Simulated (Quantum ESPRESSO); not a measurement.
```xyz
12
Lattice="5.1501 0.0000 0.0000 0.0000 5.1852 0.0000 -0.8309 0.0000 5.2768" Properties=species:S:1:pos:R:3 pbc="T T T"
Hf     1.2415     0.2184     1.0994
Hf     3.4931     2.8110     1.5390
Hf     3.0777     4.9668     4.1774
Hf     0.8261     2.3742     3.7378
O      0.0496     1.6887     1.8560
O      4.6851     4.2813     0.7823
O      4.2696     3.4965     3.4207
O     -0.3658     0.9039     4.4944
O      1.9237     3.9253     2.5031
O      2.8110     1.3327     0.1353
O      2.3956     1.2599     2.7737
O      1.5083     3.8525     5.1415
```
The cell was made here from an entry of the Crystallography Open Database (unchecked): atoms relaxed with PBE in the measured cell (PBE without dispersion, pw.x of a modified build of Quantum ESPRESSO, symmetry kept).  Stability against distortions was not tested. The run has no spin polarisation.

A lattice sum over point charges, one formal value an element (Hf +4, O -2), with no Sternheimer factor, costs far less than a self-consistent run. Taken along the main axis of each site's self-consistent tensor, it gives:

```json
[
 {"site": "Hf (atoms 1, 2, 3, 4)", "V along that axis, point charges (a.u.)": "0.011"},
 {"site": "O2 (atoms 9, 10, 11, 12)", "V along that axis, point charges (a.u.)": "0.003"}
]
```

**Question.** How do the values of a PBE PAW density (pw.x of Quantum ESPRESSO, JTH datasets) with the all-electron reconstruction of Petrilli and co-workers compare?

**Answer.** 
```json
[
 {"site": "Hf", "Vzz, PAW (a.u.)": "1.100", "PAW over point charges": "100"},
 {"site": "O2", "Vzz, PAW (a.u.)": "0.111", "PAW over point charges": "37"}
]
```
  Cores are frozen. Against all-electron runs on small test molecules, this scheme's |Vzz| missed by −2 to +6 % on O. Hf had no test against all-electron runs. Spin–orbit coupling is left out, a limit on Hf. Where η passes 0.9 the sign of Vzz means little.
